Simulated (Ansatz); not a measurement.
Be3Zn2Se5 (Imm2) at 2 levels of theory

One geometry, relaxed with PBE; plane waves with PAW potentials in Ansatz, scalar-relativistic. No spin polarisation. Gaps are the least over mesh and band path; pressure is positive in compression.

```cif
data_structure
_symmetry_space_group_name_H-M 'Imm2'
_symmetry_Int_Tables_number 44
_cell_length_a 3.8062
_cell_length_b 19.1800
_cell_length_c 5.3885
_cell_angle_alpha 90.000
_cell_angle_beta 90.000
_cell_angle_gamma 90.000
_cell_volume 393.38
loop_
_atom_site_label
_atom_site_type_symbol
_atom_site_symmetry_multiplicity
_atom_site_Wyckoff_symbol
_atom_site_fract_x
_atom_site_fract_y
_atom_site_fract_z
_atom_site_occupancy
Be1 Be 4 d 0.50000 0.09261 0.49757 1
Be2 Be 2 a 0.00000 0.00000 0.99362 1
Zn1 Zn 4 d 0.50000 0.30439 0.50009 1
Se1 Se 4 d 0.50000 0.19179 0.28084 1
Se2 Se 4 d 0.50000 0.40845 0.23224 1
Se3 Se 2 b 0.50000 0.00000 0.23489 1
```

```json
{"level": "PBE", "cutoff (eV)": "420", "k mesh": "10×10×10", "gap (eV)": "2.38", "pressure (GPa)": "0.0"}
```

Problem. What comes out on the same cell with LDA?

Solution.
| level | cutoff (eV) | k mesh | gap (eV) | pressure (GPa) |
| --- | --- | --- | --- | --- |
| LDA | 420 | 10×10×10 | 2.17 | -4.8 |

The structure comes from a generated guess; another structure or a mixture of phases may lie lower.
